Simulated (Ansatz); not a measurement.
Values for one crystal, relaxed and computed with the program Ansatz at the LDA level (PAW); other levels are named.

| Item | Value |
|---|---|
| Volume per atom | 37.83 Å³ |
| Electronic character | metallic (no gap) |
| Density of states at the Fermi level | 0.83 states/eV per atom (mean over ±0.08 eV) |
| Elastic constants (relaxed ions, GPa) | C11 = 56.5, C12 = -8.9, C44 = -9.6 |
| Mechanical stability | unstable (C has a negative eigenvalue) |

Question: Which of these materials gives this?
A. Cs, I4_1/amd (Cs on 4b)
B. Re, dhcp (α-La type)
C. Ca, simple cubic
D. Mo, bcc (W type)

Answer: C, Ca, simple cubic

Space group Pm-3m (simple cubic). This is a known high-pressure phase of the composition, computed here at zero pressure and temperature. The cell was relaxed with LDA under the symmetry of its start. As this level gives no gap, shear constants depend on the k-mesh and smearing (Fermi–Dirac, 0.1 eV here).

Potentials: the earlier of the program's two PAW sets. The files were generated under PBE; for other functionals the program regenerates the frozen cores, and for LDA and PBEsol the local potential too.
